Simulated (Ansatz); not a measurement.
Pt (fcc, Cu type)

```xyz
1
Lattice="0.0000 1.9700 1.9700 1.9700 0.0000 1.9700 1.9700 1.9700 0.0000" Properties=species:S:1:pos:R:3 pbc="T T T"
Pt     0.0000     0.0000     0.0000
```

This relaxed cell (volume V₀) is scaled evenly in all directions, its shape held. Symmetry pins the atoms to their sites.

Method: r2SCAN (plane waves to 500 eV, PAW, scalar-relativistic; Ansatz, a program for electronic structure). k mesh 20×20×20 (Γ-centred), Fermi-Dirac smearing 0.05 eV. Compression counts positive. Pt is run without spin polarisation. Pt was relaxed with its symmetry unable to fall. Spin-orbit coupling is left out, though Pt is heavy. The PAW data are Ansatz's earlier set.

At one point of the scan the stress tensor (GPa) is:

```
  -17.4      0.0      0.0
    0.0    -17.4      0.0
    0.0      0.0    -17.4
```

Problem. Which point is it?
A) V/V₀ = 1.033
B) V/V₀ = 1.017
C) V/V₀ = 1.083
D) V/V₀ = 1.100

Solution. C, V/V₀ = 1.083

(A scan under strain: stresses follow from slopes of the energy per volume, elastic moduli from its curvatures.)
